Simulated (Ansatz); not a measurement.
Data:

Ge (β-Sn type, I4_1/amd), a = 5.0698 Å, b = 5.0698 Å, c = 2.7841 Å, α = 90.00°, β = 90.00°, γ = 90.00°; the cell used has 2 atoms.

This is the LDA-relaxed structure.

Question: All from DFT-LDA in the program Ansatz with PAW potentials, unless another level is named. Give the electronic character.

Answer: metallic (no gap).

Question: What about the density of states at the Fermi level?

Answer: 0.38 states/eV per atom (mean over ±0.08 eV).

This is a known high-pressure phase of the composition, computed here at zero pressure and temperature. The LDA relaxation kept the symmetry of its start; of distortions, only those at the zone centre were tested. Spin–orbit coupling is left out wherever it is not named.

Potentials: the earlier of the program's two PAW sets.
